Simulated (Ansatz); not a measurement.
ZnS (zinc blende)

```yaml
crystal:
  lattice:
    - [0.00000, 5.44344, 5.44344]
    - [2.72172, 2.72172, 5.44344]
    - [2.72172, 2.72172, 0.00000]
  atoms:
    - { symbol: S, position: [0.00000, 0.75000, 0.75000] }
    - { symbol: S, position: [0.50000, 0.75000, 0.75000] }
    - { symbol: Zn, position: [0.00000, 0.00000, 0.00000] }
    - { symbol: Zn, position: [0.50000, 0.00000, 0.00000] }
```

A phonon eigenvector at X = (0.5, 0.5, 0.0) is frozen into this cell: atom i moves by Q times the vector below, so Q is the largest atomic displacement, in Å. The cell is held. (q is in reciprocal vectors of the primitive cell; the cell shown is doubled to hold the pattern.)

```tsv
atom	x	y	z
Zn3	0.000	0.000	1.000
Zn4	0.000	0.000	-1.000
```

Atoms not listed stay in place.

The numbers are results of PBE (plane waves to 420 eV, PAW, scalar-relativistic; Ansatz, a first-principles code), not measurements. k mesh 10×10×10 (Γ-centred), Fermi-Dirac smearing 0.05 eV. E stands for the smeared free energy. ZnS was relaxed with its symmetry unable to fall. The zero of ΔE is the undisplaced structure.

| Q (Å) | ΔE (meV/cell) |
|---|---|
| -0.1000 | 100.0 |
| -0.0833 | withheld |
| -0.0667 | 44.5 |
| -0.0500 | 25.0 |
| -0.0333 | 11.1 |
| -0.0167 | 2.8 |
| 0.0000 | 0.0 |
| 0.0167 | 2.8 |
| 0.0333 | 11.1 |
| 0.0500 | 25.0 |
| 0.0667 | 44.5 |
| 0.0833 | withheld |
| 0.1000 | 100.0 |

Question: Fit an even polynomial form (powers 2, 4) to the given rows and predict ΔE at Q = 0.0833.

Answer: Least squares on the 11 given rows: ΔE = (10000)·Q² + (-388.9)·Q⁴, in meV/cell with Q in Å; root-mean-square residual 0.02 meV/cell. At 0.0833 the fit gives 69.4 meV/cell; the calculation gives 69.5 meV/cell, so the interpolation is off by -0.1 (-0.1 %). The quadratic term alone would give 69.4 meV/cell.

(A displaced cell: forces are minus the slopes of the energy, force constants its curvatures, and phonons follow from these.)
